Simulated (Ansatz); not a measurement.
Input:

W2N:
```
W2N
1.0
    2.95760     0.00000     0.00000
    0.00000     2.95760     0.00000
    0.00000     0.00000     4.15058
W N
2 1
Direct
  0.00000   0.00000   0.00000
  0.50000   0.50000   0.50000
  0.50000   0.50000   0.00000
```

This is the PBEsol-relaxed structure.

All from plane-wave PAW PBEsol (Ansatz code), unless another level is named. Predict the bulk modulus (Birch–Murnaghan fit).

367 GPa.

Next, the highest zone-centre frequency?

575 cm^-1.

Space group P4/mmm. A made-up cell: these elements were put on the sites of a structure type; neither database checked (COD, Materials Project) lists it. Whether it is the stable phase at ambient conditions was not checked. The PBEsol relaxation kept the symmetry of its start; its stability against distortions is not shown here. No spin polarisation was allowed. As this level gives no gap, phonon frequencies hold no LO–TO term and depend on the k-mesh and smearing (Fermi–Dirac, 0.1 eV here). Scalar-relativistic: spin–orbit coupling is off unless named, which matters more the heavier the elements.

Potentials: the earlier of the program's two PAW sets. The files were generated under PBE; for other functionals the program regenerates the frozen cores, and for LDA and PBEsol the local potential too.
